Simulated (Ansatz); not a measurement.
HfS$_{2}$ in space group Pca2_1 (No. 29; Hf on 4a, S on 4a, S on 4a), PBEsol in the plane-wave PAW code Ansatz. The conduction-band minimum lies on the S–Y line, 71 % of the way from S, with 2 equivalent valleys. Second derivatives d²E/dk² of the lowest band at one valley (eV·Å²), along Cartesian directions:

```json
[
 {"direction": "[100]", "d²E/dk²": "12.29"},
 {"direction": "[010]", "d²E/dk²": "1.594"},
 {"direction": "[001]", "d²E/dk²": "13.76"},
 {"direction": "[110]", "d²E/dk²": "6.924"},
 {"direction": "[101]", "d²E/dk²": "13.04"},
 {"direction": "[011]", "d²E/dk²": "7.617"}
]
```

Problem. Find the principal effective masses, the density-of-states mass and the conductivity mass.

Solution. Off-diagonal terms follow from H_xy = H[110] − (H_xx + H_yy)/2, and m*/mₑ = 7.620 eV·Å² over each eigenvalue: 0.55, 0.62, 4.8. One valley's DOS mass (m₁m₂m₃)^(1/3) = 1.2, conductivity mass 3/(Σ 1/mᵢ) = 0.83 mₑ.

Problem. What effective density of states Nc follows at 300 K for parabolic valleys?

Solution. Nc = 2.509e19 × 2 × (1.2)^(3/2) ≈ 6.6e19 cm⁻³.

The start of the workflow was typed in or built on a structure type; neither database checked (COD, Materials Project) lists it. Its standing as an ambient phase is unchecked. Symmetry was held in the PBEsol relaxation; its stability against distortions is not shown here. No spin polarisation was allowed. Scalar-relativistic: spin–orbit coupling is off unless named, which matters more the heavier the elements.

Potentials: the earlier of the program's two PAW sets. The files were generated under PBE; for other functionals the program regenerates the frozen cores, and for LDA and PBEsol the local potential too.

Edges and masses are those of Kohn–Sham bands, whose gap is no quasiparticle gap.
